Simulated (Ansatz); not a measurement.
Relaxed-ion elastic tensor of Cl (simple cubic, space group No. 221) in GPa (Voigt order), the program Ansatz at the PBE+D3(BJ) level (PAW); density 2.62 g/cm³, 22.44 Å³ per atom.

```
       1      2      3    4    5    6
-  -----  -----  -----  ---  ---  ---
1  -98.8    108    108  0.0  0.0  0.0
2    108  -98.8    108  0.0  0.0  0.0
3    108    108  -98.8  0.0  0.0  0.0
4    0.0    0.0    0.0  3.8  0.0  0.0
5    0.0    0.0    0.0  0.0  3.8  0.0
6    0.0    0.0    0.0  0.0  0.0  3.8
```

### Question
Is the crystal mechanically stable?

### Answer
No: the smallest eigenvalue of C is -207 GPa.

Space group Pm-3m (simple cubic). The cell is a constructed one: a structure type filled with these elements; neither database checked (COD, Materials Project) lists it. It is not the usual solid phase (space group No. 64). Symmetry was held in the PBE+D3(BJ) relaxation. At this level the phase is dynamically unstable (imaginary phonons). The substance is a gas or liquid at ambient conditions. As this level gives no gap, shear constants depend on the k-mesh and smearing (Fermi–Dirac, 0.1 eV here).

Potentials: the later of the program's two PAW sets.
